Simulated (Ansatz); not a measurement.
VO$_{2}$:
```
CELL_PARAMETERS angstrom
      4.58405     0.00000     0.00000
      0.00000     4.58405     0.00000
      0.00000     0.00000     2.83810
ATOMIC_POSITIONS crystal
  V  0.00000 0.00000 0.00000
  V  0.50000 0.50000 0.50000
  O  0.30007 0.30007 0.00000
  O  0.80007 0.19993 0.50000
  O  0.19993 0.80007 0.50000
  O  0.69993 0.69993 0.00000
```
Starting moments (μB, in the order of the atoms V V O O O O): 1.1 1.1 -0.1 -0.1 -0.1 -0.1.

Relaxed with PBE. Special points in fractions of this cell's reciprocal vectors: Γ (0.000, 0.000, 0.000); X (0.000, 0.500, 0.000); M (0.500, 0.500, 0.000); Z (0.000, 0.000, 0.500); R (0.000, 0.500, 0.500); A (0.500, 0.500, 0.500).

Problem. List the band energies nearest the Fermi level at these points for PBE (plane waves, PAW; program Ansatz).

Solution. In eV from the Fermi level; about four levels below and three above (degenerate sets whole), none deeper than 8.9 eV; points with the same levels are listed once.

| k | below | above |
|---|---|---|
| Γ ↑ | -0.78 -0.34 -0.34 -0.22 | 1.78 1.89 4.04 4.04 |
| X ↑ | -2.19 -2.19 -0.32 -0.32 | 0.27 0.27 0.98 0.98 |
| M ↑ | -0.99 -0.99 -0.32 -0.32 | 1.37 1.37 3.22 3.22 |
| Z ↑ | -3.95 -3.95 -3.13 -3.13 | 0.38 0.38 0.57 0.57 |
| R ↑ | -2.49 -2.49 -0.84 -0.84 | 0.55 0.55 1.28 1.28 |
| A ↑ | -2.93 -2.93 -2.25 -2.25 | 0.07 0.07 0.44 0.44 |
| Γ ↓ | -2.12 -2.01 -2.01 -1.53 | 0.19 0.24 0.83 |
| X ↓ | -3.06 -3.06 -2.27 -2.27 | 0.79 0.79 1.49 1.49 |
| M ↓ | -2.80 -2.80 -2.75 -2.75 | 0.14 0.14 0.97 0.97 |
| Z ↓ | -3.87 -3.87 -3.09 -3.09 | 1.37 1.37 1.75 1.75 |
| R ↓ | -3.60 -3.60 -2.59 -2.59 | 0.33 0.33 1.74 1.74 |
| A ↓ | -2.86 -2.86 -2.26 -2.26 | 1.05 1.05 1.48 1.48 |

Space group P4_2/mnm (rutile). This is a known high-temperature phase of the composition, computed here at zero pressure and temperature. Symmetry was held in the PBE relaxation; its stability against distortions is not shown here. The final state is ferromagnetic, chosen from 5 collinear starts compared on coarse meshes (ties went to the first, and starts can fall back to one state), not a proven ground state. No Hubbard U is applied. The compound may be a true metal, but semilocal functionals without U, or a wrong spin order, can also close a gap. Point labels and valley counts follow the cell and symmetry of the run, lower than the named group.

Potentials: the later of the program's two PAW sets.
